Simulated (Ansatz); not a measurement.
## Relaxing a structure of TiAl

The start is a generated cell, TiAl placed in the AFLOW prototype AB_hP8_194_ad_f (B_i, as in TiAs). The cell and all atomic positions are relaxed at zero pressure with PBE (plane waves to 420 eV, PAW, scalar-relativistic; Ansatz, a quantum-chemistry and plane-wave program). First-step values are on the input's coarse k-mesh.

Ansatz input (later rounds restart from its end on a renewed k-mesh):
Ansatz 0.2 input:
```yaml
crystal:
  lattice:
    - [3.4799199, 0, 0]
    - [-1.7399599, 3.013699, 0]
    - [0, 0, 11.7399495]
  atoms:
    - { symbol: Ti, position: [0.33333333, 0.66666667, 0.125] }
    - { symbol: Ti, position: [0.66666667, 0.33333333, 0.625] }
    - { symbol: Ti, position: [0.66666667, 0.33333333, 0.875] }
    - { symbol: Ti, position: [0.33333333, 0.66666667, 0.375] }
    - { symbol: Al, position: [0, 0, 0] }
    - { symbol: Al, position: [0, 0, 0.5] }
    - { symbol: Al, position: [0.33333333, 0.66666667, 0.75] }
    - { symbol: Al, position: [0.66666667, 0.33333333, 0.25] }
basis: { ecutwfc: 420, ecutrho_ratio: 4, xc_grid: 2, fft_grid_basis: typed }
kpoints: { mp_grid: { grid: [11, 11, 3] } }
hamiltonian:
  xc: pbe
  dispersion: none
  pseudopotentials: { azcp: { folder: ./paw }, kind: paw }
scf: { occupations: { method: fermi_dirac, width: 0.05 } }
relax: { f_tol: 0.01, max_steps: 100, cell: { stress_tol: 0.02 } }
output: { forces: true, stress: true }
```

Task: What pressure does the first self-consistent step give?

Result: +25.9 GPa (positive: the cell is compressed).

Task: What is the largest force in the starting geometry, and on which atom (counted from 1)?

Result: 0.32 eV/Å, on Ti1, Ti2, Ti3, Ti4 (atoms numbered as listed).

Task: Is the relaxed structure metallic? Give its gap.

Result: Zero (metallic).

Task: Give the final cell and atomic positions.

Result: 
```cif
data_Al4Ti4
_chemical_formula_sum 'Ti4 Al4'
_space_group_name_H-M_alt 'P63/mmc'
_space_group_IT_number 194
_space_group_name_Hall '-P 6c 2c'
_cell_length_a 2.89037
_cell_length_b 2.89037
_cell_length_c 18.57341
_cell_angle_alpha 90.000
_cell_angle_beta 90.000
_cell_angle_gamma 120.000
loop_
_atom_site_label
_atom_site_type_symbol
_atom_site_symmetry_multiplicity
_atom_site_Wyckoff_symbol
_atom_site_fract_x
_atom_site_fract_y
_atom_site_fract_z
_atom_site_occupancy
Ti1 Ti 4 f 0.33333 0.66667 0.12608 1
Al1 Al 2 a 0.00000 0.00000 0.00000 1
Al2 Al 2 d 0.66667 0.33333 0.25000 1
```

The space group stays P6₃/mmc (No. 194) (the run could not lower it), with 8 atoms in the primitive cell. Final values are on a 18×18×3 k-mesh of the relaxed cell. No spin polarisation in the result. A magnetic state may lie lower.

The run could not lower the symmetry of its start; a shaken copy of this end point relaxes with PBE to P4/mmm (No. 123), 0.18 eV/atom lower.

The relaxed structure here is a generated cell of TiAl: the first start was made by placing the elements on the sites of a structure type, and the end was not matched to a known phase here, so it may be hypothetical. Known forms of TiAl include space group No. 123.
